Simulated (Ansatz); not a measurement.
LiCl (Fm-3m): one-shot GW input and result

Method: G0W0@PBE, plasmon-pole screening, hard PAW set made for 700 eV in Ansatz.

Input files:

```json
{
 "crystal": {"lattice": [[0.0, 2.57, 2.57], [2.57, 0.0, 2.57], [2.57, 2.57, 0.0]], "atoms": [{"symbol": "Li", "position": [0, 0, 0]}, {"symbol": "Cl", "position": [0.5, 0.5, 0.5]}]},
 "kpoints": {"mp_grid": {"grid": [6, 6, 6], "shift": [0, 0, 0]}},
 "hamiltonian": {"xc": "pbe", "pseudopotentials": {"kind": "paw", "azcp": {"Li": "pseudopotentials/Li.paw.azcp", "Cl": "pseudopotentials/Cl.paw.azcp"}}},
 "scf": {"occupations": {"method": "fixed"}, "convergence": {"dr2_threshold": "1e-9 eV"}, "lower_state_search": "off"},
 "output": {"forces": false, "stress": false},
 "gw": {"n_empty_bands": 337, "ecut_chi": 180.0, "qp_bands": ["v1", "c1"], "qp_kpoints": [[0, 0, 0], [0, 0.5, 0.5], [0, 0, 0.5]], "ecutfock_ratio": 2},
 "basis": {"ecutwfc": 700}
}
```

The input is rewritten from the run's settings (development build, wave cutoff 700 eV).

Levels count from the highest filled Kohn-Sham level listed; ε_QP = ε_KS + Z(Σ − Vxc). VB is the top filled band, CB the lowest empty one.

```tsv
k	band	ε_KS (eV)	Σx − Vxc (eV)	Σc (eV)	Z	ε_QP (eV)
Γ	VB	0.00	-4.15	1.92	0.80	-1.79
Γ	CB	6.29	4.41	-3.56	0.85	7.01
L	VB	-0.25	-4.26	1.97	0.80	-2.09
L	CB	6.74	4.37	-3.43	0.85	7.53
X	VB	-1.09	-4.55	2.12	0.80	-3.04
X	CB	7.81	4.64	-3.51	0.85	8.78
```

The gap (direct at Γ) opens from 6.29 eV to 8.80 eV.

Electronic (ion-clamped) dielectric constant on this mesh, from the head of the inverse dielectric matrix: 2.8.

Band sums or response are cut, so the gap isn't at its basis limit.
